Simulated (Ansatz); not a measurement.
# Relaxing boron (omega (AlB2-type))

Theory: DFT, LDA (PW92), plane waves (420 eV) with PAW, scalar-relativistic in Ansatz 0.2.0. The PAW files were generated under PBE, with cores re-solved for the functional.

k-point mesh 11×11×15, Fermi-Dirac smearing 0.1 eV, no spin polarisation. Cell and atoms relax.

Starting structure:

```yaml
crystal:
  lattice:
    - [3.33335, 0.00000, 0.00000]
    - [-1.66667, 2.88676, 0.00000]
    - [0.00000, 0.00000, 2.04334]
  atoms:
    - { symbol: B, position: [0.00000, 0.00000, 0.00000] }
    - { symbol: B, position: [0.33333, 0.66667, 0.50000] }
    - { symbol: B, position: [0.66667, 0.33333, 0.50000] }
```

The pressure at the start is -20.6 GPa. By how much does the volume change?

From 6.55 to 6.45 Å³ per atom, -1.6 %. The final cell has a = 2.831 Å, c = 2.788 Å (c/a = 0.985).

The cell has left the omega (AlB2-type) structure type; it ends in P6/mmm.

How much energy does the relaxation gain?

642.7 meV per atom.

Path of the relaxation (the plane waves are chosen anew near the end, which can shift the energy a little):

```
step  E − E(final) (meV/atom)  V (Å³/atom)  P (GPa)  max force (eV/Å)
   0                   642.68        6.554   -20.58             0.000
   1                   609.06        6.230   -11.00             0.000
   2                   597.65        5.891     2.48             0.000
   3                   597.31        5.948     0.02             0.000
   4                   597.18        5.954     0.02             0.000
   5                   597.17        5.957     0.01             0.000
   6                   597.16        5.960     0.01             0.000
   7                   595.78        5.986     0.38             0.000
   8                   558.14        6.037     1.81             0.000
   9                   485.78        6.069     3.04             0.000
  10                   396.38        6.068     5.39             0.000
  11                   253.07        6.067     6.17             0.000
  12                   113.92        6.000    11.60             0.000
  13                    48.50        6.060    12.06             0.000
  14                    44.84        6.632   -10.83             0.000
  15                    31.96        6.340     0.82             0.000
  16                    31.86        6.364     0.03             0.000
  17                    31.86        6.365     0.00             0.000
  18                     1.66        6.365     2.43             0.000
  19                     0.21        6.441     0.18             0.000
  20                     0.21        6.448     0.01             0.000
  21                     0.00        6.448     0.06             0.000
  22                     0.01        6.449     0.00             0.000
  23                     0.00        6.449     0.00             0.000
```
